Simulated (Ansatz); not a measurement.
**TaCuN$_{2}$: a fit and a missing row**

TaCuN$_{2}$, R-3m, a = 3.122 Å, c = 17.343 Å. The structure is a COD entry; whether it is the stable form wasn't checked. Ansatz: PBEsol, PAW, 420 eV, Γ-centred 12×12×12 mesh on 4 atoms, Gaussian smearing 0.02 eV; no spin polarisation. Shape and atoms are relaxed at each volume; pressure is positive in compression.

| V (Å³/atom) | P (GPa) |
| --- | --- |
| 10.732 | 35.69 |
| 11.098 | 24.68 |
| 11.464 | 15.19 |
| 11.830 | 7.02 |
| 12.196 | 0.00 |
| 12.561 | -6.04 |
| 12.927 | ? |
| 13.415 | -16.99 |

Take V0 = 12.196 Å³/atom, fit the third-order Birch–Murnaghan form to the other rows, and predict the missing pressure.

With the Eulerian strain f = ½[(V0/V)^(2/3) − 1] and y = P/[3f(1 + 2f)^(5/2)], the form is the line y = B0 + 1.5 B0 (B0′ − 4) f. Rows (f, y): 0.04450, 216.0; 0.03246, 216.6; 0.02106, 216.9; 0.01026, 216.8; -0.00973, 217.3; -0.03077, 215.7. Means f = 0.01130, y = 216.55; Σ(Δf)² = 0.003858, ΣΔfΔy = 0.005941; the slope is their ratio. y = 216.5 + 1.540 f GPa, so B0 = 216.5 GPa and B0′ = 4 + 2 × (1.540)/(3 × 216.5) = 4.00. At V = 12.927, f = -0.01903, y = 216.47 and P = -11.22 GPa. The run gave -11.22 GPa, the same to the digits shown.

Where the gap has closed, the smearing of 0.02 eV or less is narrow for a metal on this mesh. Spin–orbit coupling is left out, which can shift energies with elements as heavy as these.